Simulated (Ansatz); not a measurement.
Yb$_{3}$Si$_{5}$:
```
CELL_PARAMETERS angstrom
      6.41470     0.00000     0.00000
     -3.20735     5.55529     0.00000
      0.00000     0.00000     4.13346
ATOMIC_POSITIONS crystal
  Yb 0.00000 0.63555 0.00000
  Yb 0.63555 0.00000 0.00000
  Yb 0.36445 0.36445 0.00000
  Si 0.66667 0.33333 0.50000
  Si 0.33333 0.66667 0.50000
  Si 0.00000 0.25392 0.50000
  Si 0.25392 0.00000 0.50000
  Si 0.74608 0.74608 0.50000
```

This is the PBEsol-relaxed structure. x, y and z are the axes in which the lattice vectors are written.

Question: All from PBEsol in the plane-wave PAW code Ansatz, unless another level is named. Predict the bulk modulus (Birch–Murnaghan fit).

Answer: 71.4 GPa.

Question: What about the highest zone-centre frequency?

Answer: 379 cm^-1.

Question: Predict the elastic constants (relaxed ions, GPa).

Answer: C11 = 140, C12 = 27.0, C13 = 50.0, C33 = 145, C44 = 83.5.

Space group P-62m. The first step of the workflow began from a Materials Project structure, measured or hypothetical; the Crystallography Open Database copy checked does not list it. Whether it is the stable phase at ambient conditions was not checked. Symmetry was held in the PBEsol relaxation; its stability against distortions is not shown here. No spin polarisation was allowed. The 4f shell is in the valence. No Hubbard U is applied. As this level gives no gap, shear constants depend on the k-mesh and smearing (Fermi–Dirac, 0.1 eV here). As this level gives no gap, phonon frequencies hold no LO–TO term and depend on the k-mesh and smearing (Fermi–Dirac, 0.1 eV here). Scalar-relativistic: spin–orbit coupling is off unless named, which matters more the heavier the elements.

Potentials: the later of the program's two PAW sets.
